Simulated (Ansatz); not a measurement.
Here is the system:

BeS in space group P6_422 (No. 181; Be on 3c, S on 3d), a = b = 3.437 Å, c = 7.805 Å, α = β = 90.00°, γ = 120.00°.

This is the r²SCAN+D4-relaxed structure.

Q: All from the program Ansatz at the r²SCAN+D4 level (PAW), unless another level is named. Predict the HSE06 gap on the r²SCAN+D4 cell.

A: 3.57 eV.

Q: And the formation energy from the elements (no fitted shifts)?

A: -0.92 eV/atom.

Q: Give the band gap.

A: 3.15 eV (indirect).

Q: Predict the electron effective mass.

A: 0.29, 0.44, 0.55 mₑ (principal values).

Q: Predict the valence-band maximum.

A: on the Γ–M line, 10 % of the way from Γ.

Q: And the conduction-band minimum?

A: on the M–K line, 9 % of the way from M (6 equivalent valleys).

The start of the workflow was typed in or built on a structure type; neither database checked (COD, Materials Project) lists it. COD files the formula under space group No. 216, so this cell is another polymorph or a model. Its standing as an ambient phase is unchecked. Symmetry was held in the r²SCAN+D4 relaxation; its stability against distortions is not shown here. The references are the lowest solids computed at this level, not always the standard phases.

Potentials: the later of the program's two PAW sets.
